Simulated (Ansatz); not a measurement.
Consider the following.

VCo$_{3}$ (Cu3Au type, Pm-3m), a = 3.432 Å, b = 3.432 Å, c = 3.432 Å, α = 90.00°, β = 90.00°, γ = 90.00°.

This is the LDA-relaxed structure.

Task: All from LDA in the plane-wave PAW code Ansatz, unless another level is named. Estimate the Hill bulk and shear moduli.

Result: 301 and 173 GPa.

Task: Predict the elastic constants (relaxed ions, GPa).

Result: C11 = 455, C12 = 224, C44 = 226.

The first step of the workflow began from a Materials Project structure, measured or hypothetical; the Crystallography Open Database copy checked does not list it. Whether it is the stable phase at ambient conditions was not checked. Symmetry was held in the LDA relaxation; its stability against distortions is not shown here. The run is not spin-polarised. As this level gives no gap, shear constants depend on the k-mesh and smearing (Fermi–Dirac, 0.1 eV here). On the denser mesh and wider smearing of the elastic run this cell carries a stress of 0.3 GPa.

Potentials: the later of the program's two PAW sets.
